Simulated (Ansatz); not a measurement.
YZn5 in space group P6/mmm (No. 191; Zn on 3g, Zn on 2c, Y on 1a) under volume change, DFT-r²SCAN in the program Ansatz with PAW potentials, shape and atoms relaxed at each volume.

```json
[
 {"V (Å³/atom)": "15.058", "E − E(relaxed) (meV/atom)": "45.4", "P (GPa)": "10.66"},
 {"V (Å³/atom)": "15.554", "E − E(relaxed) (meV/atom)": "19.0", "P (GPa)": "6.50"},
 {"V (Å³/atom)": "16.051", "E − E(relaxed) (meV/atom)": "4.5", "P (GPa)": "2.97"},
 {"V (Å³/atom)": "16.547", "E − E(relaxed) (meV/atom)": "0.0", "P (GPa)": "-0.01"},
 {"V (Å³/atom)": "17.044", "E − E(relaxed) (meV/atom)": "4.0", "P (GPa)": "-2.52"},
 {"V (Å³/atom)": "17.540", "E − E(relaxed) (meV/atom)": "15.2", "P (GPa)": "-4.65"},
 {"V (Å³/atom)": "18.036", "E − E(relaxed) (meV/atom)": "32.5", "P (GPa)": "-6.44"}
]
```

What does a third-order Birch–Murnaghan fit give for V₀, B₀ and B′?

V₀ = 16.55 Å³/atom, B₀ = 91.1 GPa, B′ = 4.6.

The workflow started from an entry of the Crystallography Open Database (COD). Whether it is the stable phase at ambient conditions was not checked. The r²SCAN relaxation kept the symmetry of its start; its stability against distortions is not shown here. No spin polarisation was allowed.

Potentials: the later of the program's two PAW sets.
